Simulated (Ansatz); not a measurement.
KMgF3:
```yaml
crystal:
  lattice:
    - [3.98369, 0.00000, 0.00000]
    - [0.00000, 3.98369, 0.00000]
    - [0.00000, 0.00000, 3.98369]
  atoms:
    - { symbol: K, position: [0.50000, 0.50000, 0.50000] }
    - { symbol: Mg, position: [0.00000, 0.00000, 0.00000] }
    - { symbol: F, position: [0.00000, 0.50000, 0.00000] }
    - { symbol: F, position: [0.50000, 0.00000, 0.00000] }
    - { symbol: F, position: [0.00000, 0.00000, 0.50000] }
```

Relaxed with r²SCAN.

Problem. Give the optical modes at the zone centre with their infrared and Raman activity from DFPT, r²SCAN (plane waves, PAW; program Ansatz).

Solution. Transverse frequencies, without the LO–TO term; a row sums one degenerate level.

| ω (cm⁻¹) | degeneracy | IR ((D/Å)²/amu) | Raman (Å⁴/amu) | activity | symmetry |
|---|---|---|---|---|---|
| 158 | 3 | 5.13 | 0 | IR | T1u |
| 195 | 3 | 0.00 | 0 | silent | T2u |
| 293 | 3 | 9.57 | 0 | IR | T1u |
| 476 | 3 | 11.68 | 0 | IR | T1u |

Problem. How high does the top mode go among those that the LO–TO term moves?

Solution. 567 cm⁻¹ for q along x.

Space group Pm-3m (cubic perovskite). The cell was relaxed with r²SCAN under the symmetry of its start.

Potentials: the earlier of the program's two PAW sets. The files were generated under PBE; for other functionals the program regenerates the frozen cores, and for LDA and PBEsol the local potential too.
